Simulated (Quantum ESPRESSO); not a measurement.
# Kohn-Sham bands of BaSi2 (P6/mmm)

```
CELL_PARAMETERS angstrom
      4.12294     0.00000     0.00000
     -2.06147     3.57057     0.00000
      0.00000     0.00000     5.13888
ATOMIC_POSITIONS crystal
  Ba 0.00000 0.00000 0.00000
  Si 0.66667 0.33333 0.50000
  Si 0.33333 0.66667 0.50000
```

Structure: Materials Project mp-7701, symmetrised, not relaxed again. COD (Crystallography Open Database) has the formula in 2 space groups, this one among them (matched by group alone). Computed values, not measurements, from LDA: Quantum ESPRESSO (norm-conserving PseudoDojo potentials, cutoff 46 Ry, no spin polarisation, no spin-orbit coupling) on a Γ-centred 12×12×6 mesh, then Wannier90. Density: 12×12×6 mesh, cold smearing 0.01 Ry. Spin-orbit coupling is left out although heavy elements are present.

Question: List the Kohn-Sham levels between −8 and 3.0 eV relative to the Fermi level at the high-symmetry points, as a band run of pw.x on that density gives them (levels within 2 meV counted together).

Answer: 
```json
[
 {"point": "Γ", "k (reciprocal lattice)": "0.000 0.000 0.000", "levels (eV)": "-2.36, -2.35 (×2), -0.79, -0.66, 1.68 (×2)"},
 {"point": "M", "k (reciprocal lattice)": "0.500 0.000 0.000", "levels (eV)": "-7.75, -3.25, -2.68, -1.35, 0.26, 1.59, 2.51"},
 {"point": "K", "k (reciprocal lattice)": "0.333 0.333 0.000", "levels (eV)": "-5.10, -1.79 (×2), 1.83 (×2), 2.94"},
 {"point": "A", "k (reciprocal lattice)": "0.000 0.000 0.500", "levels (eV)": "-4.26, -2.18 (×2), -0.55, 0.68 (×2), 1.59, 2.17 (×2)"},
 {"point": "L", "k (reciprocal lattice)": "0.500 0.000 0.500", "levels (eV)": "-7.20, -3.62, -1.87, -1.37, -0.07, 2.73"},
 {"point": "H", "k (reciprocal lattice)": "0.333 0.333 0.500", "levels (eV)": "-4.29, -1.20 (×2), 2.42"}
]
```
